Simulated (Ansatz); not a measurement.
GaN:
```xyz
2
Lattice="2.9405 0.0000 0.0000 -1.4702 2.5465 0.0000 0.0000 0.0000 2.6545" Properties=species:S:1:pos:R:3 pbc="T T T"
Ga     0.0000     0.0000     0.0000
N      1.4702     0.8488     1.3273
```

Relaxed with PBEsol. Special points in fractions of this cell's reciprocal vectors: Γ (0.000, 0.000, 0.000); M (0.500, 0.000, 0.000); K (0.333, 0.333, 0.000); A (0.000, 0.000, 0.500); L (0.500, 0.000, 0.500); H (0.333, 0.333, 0.500).

Q: List the band energies nearest the Fermi level at these points for the program Ansatz at the PBEsol with spin–orbit coupling level (PAW).

A: In eV from the Fermi level; about four levels below and three above (degenerate sets whole), none deeper than 8.9 eV; points with the same levels are listed once.

```csv
k,below,above
Γ,-0.95 -0.95 -0.93 -0.93,0.08 0.08 9.71 9.71
M,-8.87 -8.87 -2.89 -2.89,0.14 0.14 2.60 2.60
K,-8.01 -8.00 -6.46 -6.42,0.33 0.33 6.98
A,-0.01 -0.01,0.01 0.01 5.61 5.61
L,-1.21 -1.21 -0.64 -0.64,7.36 7.36 8.07 8.07
H,-5.21 -5.21 -2.64 -2.62,0.19 0.19 1.04
```

Space group P-6m2. A made-up cell: these elements were put on the sites of a structure type; neither database checked (COD, Materials Project) lists it. It is not the phase usual at ambient conditions (space group No. 186, 216). The PBEsol relaxation kept the symmetry of its start. At this level the phase is dynamically unstable (imaginary phonons).

Potentials: the earlier of the program's two PAW sets. The files were generated under PBE; for other functionals the program regenerates the frozen cores, and for LDA and PBEsol the local potential too.
